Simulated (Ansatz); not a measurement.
**Lattice vibrations of BeC$_{2}$ at Γ at 13 GPa**

Method: DFT PBEsol, scalar-relativistic, plane waves, PAW (Ansatz 0.2.0). Plane waves to 420 eV; Γ-centred k mesh 10×10×10; fixed occupations. No spin polarisation. Phonons by linear response, acoustic sum rule imposed.

The cell, relaxed at 13 GPa:
```
Be C
1.0
    -1.62822    1.62822    2.33631
     1.62822   -1.62822    2.33631
     1.62822    1.62822   -2.33631
Be C
1 2
Direct
  0.00000 0.00000 0.00000
  0.63394 0.63394 0.00000
  0.36606 0.36606 0.00000
```

Its imaginary modes show that this cell, built by swapping an element in a database structure, isn't a minimum of the energy. The run warned that the force constants aren't converged on this k mesh, so the frequencies and all that is formed from them are rough. The bands were filled as in an insulator; under compression the gap may have closed between mesh points.

**Question.** Give the high-frequency dielectric tensor ε∞.

**Answer.**
```
 7.35  0.00  0.00
 0.00  7.35  0.00
 0.00  0.00 10.69
```

**Question.** Give the Born effective charges.

**Answer.**
| atom | Z*xx | Z*yy | Z*zz | mean |
| --- | --- | --- | --- | --- |
| Be (atom 1) | 2.92 | 2.92 | 1.06 | 2.30 |
| C (atom 2) | -1.46 | -1.46 | -0.53 | -1.15 |

Whether BeC2 exists in this form wasn't checked.